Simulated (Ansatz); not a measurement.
Relaxed-ion elastic tensor of TiAl3 (Cu3Au type, Pm-3m) in GPa (Voigt order), the program Ansatz at the r²SCAN level (PAW); density 3.46 g/cm³, 15.47 Å³ per atom.

```json
[
 {"": "1", "1": "208", "2": "70.0", "3": "70.0", "4": "0.0", "5": "0.0", "6": "0.0"},
 {"": "2", "1": "70.0", "2": "208", "3": "70.0", "4": "0.0", "5": "0.0", "6": "0.0"},
 {"": "3", "1": "70.0", "2": "70.0", "3": "208", "4": "0.0", "5": "0.0", "6": "0.0"},
 {"": "4", "1": "0.0", "2": "0.0", "3": "0.0", "4": "87.8", "5": "0.0", "6": "0.0"},
 {"": "5", "1": "0.0", "2": "0.0", "3": "0.0", "4": "0.0", "5": "87.8", "6": "0.0"},
 {"": "6", "1": "0.0", "2": "0.0", "3": "0.0", "4": "0.0", "5": "0.0", "6": "87.8"}
]
```

Q: Is the crystal mechanically stable?

A: Yes: the smallest eigenvalue of C is 87.8 GPa.

Q: Work out the Voigt, Reuss and Hill averages.

A: K_V = 116, K_R = 116, K_H = 116; G_V = 80.3, G_R = 79.2, G_H = 79.7 GPa.

Q: Give Young's modulus, Poisson's ratio, Pugh's ratio and the universal anisotropy index.

A: E = 9KG/(3K + G) = 195 GPa; ν = 0.22; K/G = 1.46 (brittle by the Pugh limit of 1.75); A_U = 5G_V/G_R + K_V/K_R − 6 = 0.07.

Q: Estimate the sound speeds and the Debye temperature.

A: v_l = √((K + 4G/3)/ρ) = 8020 m/s, v_t = √(G/ρ) = 4800 m/s, mean 5310 m/s; Θ = (h/k)(3n/4πV)^(1/3) v_m = 635 K.

Q: Give the Zener ratio and Young's modulus along [100], [110] and [111].

A: A = 2C44/(C11 − C12) = 1.27; 1/E = S11 − 2(S11 − S12 − S44/2)Γ with Γ = 0, 1/4, 1/3 gives 173, 200, 210 GPa.

Q: Solve the Christoffel equation for the three sound speeds along [100], [110], [111].

A: Eigenvalues of C_ijkl n_j n_l equal ρv². In km/s, slowest first: [100] 5.04, 5.04, 7.76; [110] 4.47, 5.04, 8.10; [111] 4.67, 4.67, 8.21.

The first step of the workflow began from a Materials Project structure, measured or hypothetical; the Crystallography Open Database copy checked does not list it. With Ti and Al taken as one species the cell has the higher symmetry Fm-3m, so it may be an ordered model of a mixed-site phase. Whether it is the stable phase at ambient conditions was not checked. Symmetry was held in the r²SCAN relaxation; of distortions, only those at the zone centre were tested. The run is not spin-polarised. As this level gives no gap, shear constants depend on the k-mesh and smearing (Fermi–Dirac, 0.1 eV here).

Potentials: the earlier of the program's two PAW sets.
